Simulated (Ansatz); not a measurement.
Li2BrF as one 4-atom ordering (R-3m) on the rocksalt lattice, relaxed with r2SCAN. Space group R-3m (No. 166), trigonal; conventional cell a = 3.471 Å, c = 16.405 Å, 14.26 Å³ an atom. F has 6 Li at 2.28 Å; Br has 6 Li at 2.59 Å; Li has 3 F at 2.28 Å and 3 Br at 2.59 Å.

```
F Br Li
1.0
     1.73538    1.00192    5.46846
    -1.73538    1.00192    5.46846
     0.00000   -2.00384    5.46846
F Br Li
1 1 2
Direct
  0.00000 0.00000 0.00000
  0.50000 0.50000 0.50000
  0.26702 0.26702 0.26702
  0.73298 0.73298 0.73298
```

4 runs of the plane-wave code Ansatz on this cell differ in the functional (and in the settings that go with it). Levels are in eV from each run's valence top; v1 is the last filled band, c1 the first empty one.

Run A, mean stress +0.1 GPa (compression positive):
```
point     v5     v3     v1    c1    c2     c3
    Γ  -4.29  -2.25   0.00  4.68  7.85  10.72
    T  -4.29  -3.35  -0.02  6.19  8.02  10.13
   H₂  -4.97  -3.12  -2.01  7.80  8.41   9.31
    L  -4.55  -4.34  -1.09  7.95  8.16   8.74
   S₀  -4.98  -3.17  -2.02  7.86  8.40   9.20
    F  -5.15  -3.60  -1.02  6.41  7.86   9.10
```

Run B, mean stress +1.1 GPa (compression positive):
```
point     v5     v3     v1    c1    c2    c3
    Γ  -3.52  -1.93   0.00  3.44  6.56  9.34
    T  -3.51  -3.17  -0.02  4.87  6.70  8.82
   H₂  -4.21  -2.84  -1.86  6.51  7.07  7.98
    L  -4.01  -3.66  -1.02  6.71  6.84  7.45
   S₀  -4.20  -2.94  -1.87  6.56  7.07  7.88
    F  -4.53  -3.06  -0.93  5.16  6.61  7.87
```

Run C, mean stress 0.0 GPa (compression positive):
```
point     v5     v3     v1    c1    c2     c3
    Γ  -4.33  -2.27   0.00  5.39  8.57  11.47
    T  -4.33  -3.39  -0.02  6.92  8.74  10.87
   H₂  -5.02  -3.15  -2.03  8.54  9.14  10.05
    L  -4.59  -4.38  -1.10  8.69  8.90   9.48
   S₀  -5.03  -3.21  -2.03  8.59  9.13   9.95
    F  -5.20  -3.64  -1.02  7.13  8.60   9.82
```

Run D, mean stress 0.0 GPa (compression positive):
```
point     v5     v3     v1    c1    c2     c3
    Γ  -3.72  -2.03   0.00  4.09  7.52  10.20
    T  -3.72  -3.21  -0.02  5.57  7.68   9.48
   H₂  -4.38  -2.87  -1.93  7.27  7.82   8.75
    L  -4.06  -3.85  -1.03  7.49  7.58   8.13
   S₀  -4.38  -2.97  -1.94  7.32  7.81   8.64
    F  -4.64  -3.20  -0.96  5.89  7.40   8.51
```

Problem. Match the runs to PBE, r2SCAN, HSE06, PBE0.

Solution. A is HSE06, B is PBE, C is PBE0, D is r2SCAN. In order of the gap: PBE 3.44, r2SCAN 4.09, HSE06 4.68, PBE0 5.39 eV.

The cell comes from a prototype generator: it can be a known phase or a hypothetical one. Spin polarisation is off.

The runs are scalar-relativistic, without spin-orbit coupling.

The stress of a hybrid is loosely converged in these runs.
